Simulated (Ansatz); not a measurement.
An Ansatz (a first-principles code) run. Input:

Ansatz 0.2 input:
```yaml
crystal:
  lattice:
    - [0.0, 2.126854822, 2.126854822]
    - [2.126854822, 0.0, 2.126854822]
    - [2.126854822, 2.126854822, 0.0]
  atoms:
    - { symbol: O, position: [0.0, 0.0, 0.0] }
    - { symbol: Mg, position: [0.5, 0.5, 0.5] }
kpoints:
  mp_grid: { grid: [10, 10, 10] }
basis: { xc_grid: 2 }
hamiltonian:
  xc: pbe
  pseudopotentials: { kind: paw }
scf:
  occupations: { method: fixed }
output:
  optics: { e_range: [0.0, 15.0], de: 0.05, sigma: 0.1, bands: { spectra_wanted_up_to: 12 eV } }
```

Output (shortened):

```
output.optics: the spectra are integrated over the Brillouin zone by k·p interpolation around the k-points, where levels, occupations, output.optics.sigma and …
Pseudopotentials: kind: paw
Pseudopotential: O, paw, valence charge 6
Pseudopotential: Mg, paw, valence charge 10
Functional definition: PBE
Crystal: 2 atoms, lattice volume = 19.242 Å³
Basis set: ecut = 420 eV, 339 PW (Γ), exchange–correlation on 48×48×48 points (8 copies of the dense FFT grid, shifted against one another)
Bands: 12, of which v1, the nominal top of the filled ones, is band 8 counted from 1 (7 counted from 0)
Symmetry: 48 space group operations
Space group: Fm-3m (ITA 225), of the structure as read, at distance tolerance 2.7e-5 Å
k-points: 47 of 1000
Initial wavefunctions: pseudopotential atomic-orbital guess
Eigensolver: davidson
Functional: x = pbe(κ = 0.804, μ = 0.2195149727645171), c = pbe(β = 0.06672455060314922)
SCF iter   1: F=—  HF=-2494.138983 eV  |F-HF|=—  |Δ(HF+E_count)|=         —  Δρ=6.08e-4  dr2=2.24e-5  ethr=1.77e-3  ⟨swp⟩=4.6  Hψ=2931  notcnv=0  defer=76
all-band conjugate gradients solve this SCF's bands
preconditioner: auto → none
SCF iter   2: F=—  HF=-2494.138927 eV  |F-HF|=—  |Δ(HF+E_count)|=   5.58e-5  Δρ=4.65e-4  dr2=2.34e-5  ethr=1.40e-7  ⟨swp⟩=2.6  Hψ=1452  notcnv=0  defer=92
SCF iter   3: F=—  HF=-2494.138935 eV  |F-HF|=—  |Δ(HF+E_count)|=   7.70e-6  Δρ=2.26e-4  dr2=1.93e-6  ethr=1.40e-7  ⟨swp⟩=2.0  Hψ=663  notcnv=0  defer=65
SCF iter   4: F=—  HF=-2494.138963 eV  |F-HF|=—  |Δ(HF+E_count)|=   2.82e-5  Δρ=7.53e-5  dr2=6.44e-7  ethr=1.21e-8  ⟨swp⟩=2.1  Hψ=872  notcnv=0  defer=18
SCF iter   5: F=—  HF=-2494.138963 eV  |F-HF|=—  |Δ(HF+E_count)|=   1.75e-7  Δρ=4.21e-5  dr2=2.37e-7  ethr=4.03e-9  ⟨swp⟩=1.3  Hψ=662  notcnv=0  defer=22
SCF iter   6: F=—  HF=-2494.138963 eV  |F-HF|=—  |Δ(HF+E_count)|=   6.52e-8  Δρ=9.75e-6  dr2=1.31e-8  ethr=1.48e-9  ⟨swp⟩=2.4  Hψ=715  notcnv=0  defer=23
SCF iter   7: F=—  HF=-2494.138963 eV  |F-HF|=—  |Δ(HF+E_count)|=   4.02e-9  Δρ=1.58e-6  dr2=3.52e-10  ethr=8.22e-11  ⟨swp⟩=2.3  Hψ=737  notcnv=0  defer=24
SCF iter   8: F=-2494.138963 eV  HF=-2494.138963 eV  |F-HF|=6.37e-12  |Δ(HF+E_count)|=  1.04e-10  Δρ=2.29e-7  dr2=7.54e-12  ethr=1.00e-12  ⟨swp⟩=3.8  Hψ=2311  notcnv=0
SCF 1 converged in 8 iterations: F = -2494.138963 eV  dr2 = 7.54e-12
NSCF: frozen V_eff on 47 k-points
Optics k sum: 0 of 47 k-points
Optics k sum: 3 of 47 k-points
Optics k sum: 5 of 47 k-points
Optics k sum: 8 of 47 k-points
Optics k sum: 10 of 47 k-points
Optics k sum: 12 of 47 k-points
Optics k sum: 15 of 47 k-points
Optics k sum: 17 of 47 k-points
Optics k sum: 19 of 47 k-points
Optics k sum: 22 of 47 k-points
Optics k sum: 24 of 47 k-points
Optics k sum: 26 of 47 k-points
Optics k sum: 29 of 47 k-points
Optics k sum: 31 of 47 k-points
Optics k sum: 33 of 47 k-points
Optics k sum: 36 of 47 k-points
Optics k sum: 38 of 47 k-points
Optics k sum: 40 of 47 k-points
Optics k sum: 43 of 47 k-points
Optics k sum: 45 of 47 k-points
Optics k sum: 47 of 47 k-points
Optics k sum: 0 of 47 k-points
Optics k sum: 3 of 47 k-points
Optics k sum: 5 of 47 k-points
Optics k sum: 8 of 47 k-points
Optics k sum: 10 of 47 k-points
Optics k sum: 12 of 47 k-points
Optics k sum: 15 of 47 k-points
Optics k sum: 17 of 47 k-points
Optics k sum: 19 of 47 k-points
Optics k sum: 22 of 47 k-points
Optics k sum: 24 of 47 k-points
Optics k sum: 26 of 47 k-points
Optics k sum: 29 of 47 k-points
Optics k sum: 31 of 47 k-points
Optics k sum: 33 of 47 k-points
Optics k sum: 36 of 47 k-points
Optics k sum: 38 of 47 k-points
Optics k sum: 40 of 47 k-points
Optics k sum: 43 of 47 k-points
Optics k sum: 45 of 47 k-points
Optics k sum: 47 of 47 k-points
NSCF: frozen V_eff on 1 k-points
NSCF: frozen V_eff on 1 k-points
output.optics: what the bands over the 15 summed would add to eps1, eps2 and the energy-loss function is held between a lower and an upper bound (6 Lanczos …
SCF converged after 8 iterations
Free energy (F): -2494.138963 eV
Harris-Foulkes:  -2494.138963 eV  (|F-HF|=6.37e-12)
Internal energy: -2494.138963 eV  (E = F + TS)
E sigma→0 (E₀):  -2494.138963 eV
Fermi energy:    7.774520 eV
--- Per-component energies (eV) ---
  E_band       = -298.646009
  E_kinetic    = 255.005284
  E_local      = -1620.952835  (includes V_loc(G=0)·N_el)
  E_nonlocal   = 142.755625
  E_hartree    = 560.960467
  E_xc         = -105.023355
  E_vxc        = -134.566987  (∫ρ·V_xc dr)
  E_paw        = -450.143990  (= ΣΔE_a)
  E_vpaw       = -62.810439  (= ΣTr[D̂ρ^β])
  E_aug_tail   = 0.002471  (compensation charges beyond the density's cutoff)
  E_ewald      = -1276.742632
  E_smearing   =  0.000000  (= −TS)
  E_closure    = 0.000000  (closes the sum)
  Σ components = -2494.138963   (vs F -2494.138963, Δ=0.00e0)
  [band-id]    e_kinetic+e_local+e_nonlocal+2·e_hartree+e_vxc+e_vpaw+e_augmentation_tail = -298.645946   (vs E_band -298.646009, Δ=6.30e-5)
--- Band table (eV; the first three rows and the last of 47) ---
  k-point 0: bands = ["-64.6276", "-31.3521", "-31.3521", "-31.3521", "-9.3309", "7.7745", "7.7745", "7.7745", "12.2358", "23.4252", "23.4252", "23.4252"]
  k-point 1: bands = ["-64.6269", "-31.3595", "-31.3529", "-31.3529", "-9.2276", "7.1291", "7.7100", "7.7100", "12.8664", "22.1789", "23.6529", "23.6529"]
  k-point 2: bands = ["-64.6250", "-31.3787", "-31.3548", "-31.3548", "-8.9443", "5.8411", "7.5482", "7.5482", "14.0651", "20.6573", "24.0998", "24.0998"]
  k-point 46: bands = ["-64.6177", "-31.4035", "-31.3913", "-31.3793", "-7.8238", "4.5620", "5.3421", "6.0995", "18.6394", "19.2849", "19.7328", "23.3272"]
  band table: 12 of 12 bands, residual norms ≤ 1.0e-3 eV
```

Cost: around 11 core-seconds (rough) on shared cores.

Symmetry was held in the PBE relaxation; phonons on a q-mesh show no instability.

Potentials: the later of the program's two PAW sets.

Ansatz is a plane-wave DFT program.
